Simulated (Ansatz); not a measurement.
The start is a generated cell, Cs built in the bcc structure type. The structure is fully relaxed (lattice and positions, P = 0) with r2SCAN (plane waves to 500 eV, PAW, scalar-relativistic; Ansatz, a first-principles code). The first steps use a coarse 8×8×8 k-mesh.

The start:
```yaml
crystal:
  lattice:
    - [-3.02500, 3.02500, 3.02500]
    - [3.02500, -3.02500, 3.02500]
    - [3.02500, 3.02500, -3.02500]
  atoms:
    - { symbol: Cs, position: [0.00000, 0.00000, 0.00000] }
```

| Item | Value |
|---|---|
| Outcome | The space group stays Im-3m (No. 229) (the run could not lower it); the end is bcc (W type), with 1 atom in the primitive cell |
| Volume change | +11.6 %, from 110.72 to 123.55 Å³/atom |
| Band gap at the end | no gap (metallic) |
| Optimiser moves | 3 |

The end point of the relaxation:

Space group Im-3m (No. 229); a = b = c = 6.275 Å, α = β = γ = 90.00°

```csv
atom,site,symmetry,x,y,z
Cs,2a,m-3m,0.0000,0.0000,0.0000
```
(The calculation used a cell of 1 atom; values per cell refer to that cell.)

Final values are on a 11×11×11 k-mesh of the relaxed cell. No spin polarisation in the result.

The run could not lose the symmetry of its start.
